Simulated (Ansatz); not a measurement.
P (black-P type, space group Cmce)

```
CELL_PARAMETERS angstrom
      1.65108    -5.34538     0.00000
      1.65108     5.34538     0.00000
      0.00000     0.00000     4.46666
ATOMIC_POSITIONS crystal
  P  0.40092 0.59908 0.58510
  P  0.59908 0.40092 0.41490
  P  0.90092 0.09908 0.91490
  P  0.09908 0.90092 0.08510
```

In this cell atom 2 (P, nearest neighbour P at 2.213 Å; its periodic images, 3.3 Å or more away, move with it) is moved by s along Cartesian z, unit vector (0.000, 0.000, 1.000); all other atoms and the cell stay fixed.

These are r2SCAN+rVV10 (plane waves to 500 eV, PAW, scalar-relativistic; Ansatz, a first-principles code) values and carry that method's errors. k mesh 8×8×6 (Γ-centred), Fermi-Dirac smearing 0.05 eV. With partly filled bands, energies and forces of such displacements shift with the k mesh and the smearing. F∥ is the force on the atom along that direction. P was relaxed with its symmetry unable to fall. 

```csv
s (Å),F∥ (eV/Å)
-0.440,7.055
-0.352,5.635
-0.264,4.186
-0.176,2.721
-0.088,1.308
0.000,0.003
0.088,-1.140
0.176,-2.093
0.264,-2.841
0.352,-3.358
0.440,-3.598
```

What is the force constant k = d²E/ds² of this move at s = 0?

14.0 eV/Å². The forces along the line at the two nearest points give (1.308 − (-1.140)) / (2·0.088) = 13.91 eV/Å²; the next pair corrects for the finite step.

(For displaced atoms, the force is minus the slope of the energy, and its curvature is a force constant, which sets phonon frequencies.)
